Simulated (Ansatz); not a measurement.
# Hf2TiN3: rattling a relaxed structure

The cell was found from a structure generator's guess, not taken from experiment.

Level of theory: DFT PBE, scalar-relativistic, plane waves, PAW in Ansatz 0.2.0. Plane waves to 420 eV, a k mesh through Γ of 12×12×8 on the computed 12-atom cell and Gaussian smearing (0.10 eV); no spin polarisation.

The cell below (12 atoms, space group P-62m (No. 189)) is relaxed within its symmetry.

```yaml
crystal:
  lattice:
    - [5.36247, 0.00000, 0.00000]
    - [-2.68124, 4.64404, 0.00000]
    - [0.00000, 0.00000, 5.35275]
  atoms:
    - { symbol: Hf, position: [0.00000, 0.00000, 0.50000] }
    - { symbol: Hf, position: [0.33512, 0.33512, 0.00000] }
    - { symbol: Hf, position: [0.00000, 0.66488, 0.00000] }
    - { symbol: Hf, position: [0.66488, 0.00000, 0.00000] }
    - { symbol: Ti, position: [0.66667, 0.33333, 0.50000] }
    - { symbol: Ti, position: [0.33333, 0.66667, 0.50000] }
    - { symbol: N, position: [0.33778, 0.00000, 0.74420] }
    - { symbol: N, position: [0.00000, 0.33778, 0.74420] }
    - { symbol: N, position: [0.66222, 0.66222, 0.74420] }
    - { symbol: N, position: [0.33778, 0.00000, 0.25581] }
    - { symbol: N, position: [0.00000, 0.33778, 0.25581] }
    - { symbol: N, position: [0.66222, 0.66222, 0.25581] }
```

For the test it was strained at random (σ = 1.5 % a component), the atoms were moved at random (σ = 0.15 Å), and all was relaxed again on a coarse 4×6×6 mesh (in the run’s order of axes) with 0.20 eV smearing, with no symmetry imposed.

These runs have no spin–orbit coupling, which can matter for Hf.

Question: What happens?

Answer: It returns, within 1 meV/atom of the unmoved cell on that mesh and with the same symmetry when read at 0.1 Å. So it is stable against the distortions that fit this cell and that this random move excites. Modes that don't fit the cell aren't tested.
